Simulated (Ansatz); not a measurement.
## Al$_{3}$Ni$_{5}$ (Cmmm), an elastic constant from a strain scan

All numbers below come from DFT PBEsol, scalar-relativistic, plane waves, PAW in Ansatz 0.2.0. Cutoff 420 eV, Γ-centred 8×8×10 k-points, Gaussian smearing of 0.15 eV. No spin polarisation. A magnetic state may lie lower. Energies are free energies at this smearing, counted from the undisturbed cell; pressure is positive in compression.

Zero of the scan (relaxed at this level; it needn't be the usual structure):

```xyz
8
Lattice="3.2933 -3.6919 0.0000 3.2933 3.6919 0.0000 0.0000 0.0000 3.7204" Properties=species:S:1:pos:R:3 pbc="T T T"
Al    3.2933    0.0000    0.0000
Al    3.2933   -2.0652    1.8602
Al    3.2933    2.0652    1.8602
Ni    0.0000    0.0000    0.0000
Ni    1.6467    1.8460    0.0000
Ni    1.6467   -1.8460    0.0000
Ni    1.8195    0.0000    1.8602
Ni    4.7672    0.0000    1.8602
```

The cell is strained by ε times the Voigt pattern (0, 1, 0, 0, 0, 0) (xx, yy, zz, yz, xz, xy; engineering shear) with fractional coordinates fixed. The cell holds 8 atoms in V0 = 90.47 Å³. The stress column is τ = (1/V0) dE/dε, got from the stress tensor σ (compression positive) at each point as −det(1 + εP) σ : P(1 + εP)⁻¹, with P the pattern as a tensor.

```
      ε  ΔE (meV/atom)  τ (GPa)
-0.0600         38.289  -18.759
-0.0450         21.146  -13.667
-0.0300          9.261   -8.841
-0.0150          2.317   -4.328
 0.0000          0.000   -0.099
 0.0150          2.014    3.855
 0.0300          8.064    7.524
 0.0450         17.850   10.911
 0.0525         24.052   12.502
 0.0600              ?        ?
```

Which combination of elastic constants does this scan measure, and how large is it?

For small ε, τ = τ0 + Kε with K = pᵀCp, which for this pattern is C22 in the Cartesian frame shown. The parabola through τ at ε = -0.0150, 0 and 0.0150 has slope K = 273 GPa at zero. The energies per cell, E = NΔE, of the same two points give K = 2[E(ε₊)/ε₊ − E(ε₋)/ε₋]/[(ε₊ − ε₋)V0] = 273 GPa, in agreement. These are clamped-ion values.

Predict the withheld row at ε = 0.0600 from the harmonic law, and compare.

ΔE = V0(τ0 ε + Kε²/2)/N = 34.234 meV/atom and τ = 16.27 GPa. The calculation gives 31.077 meV/atom and 14.03 GPa: the energy lies 9 % below the harmonic value, as bonds soften when stretched.

Forces appear on the atoms along this scan, and letting them relax would lower the energy and soften the response. In a metal these slopes depend on the k mesh and the smearing.

Cost: 10 runs of about 14 core-minutes in all, on Intel Xeon Processor @ 2.50GHz (Skylake/Cascade Lake) (shared hosts).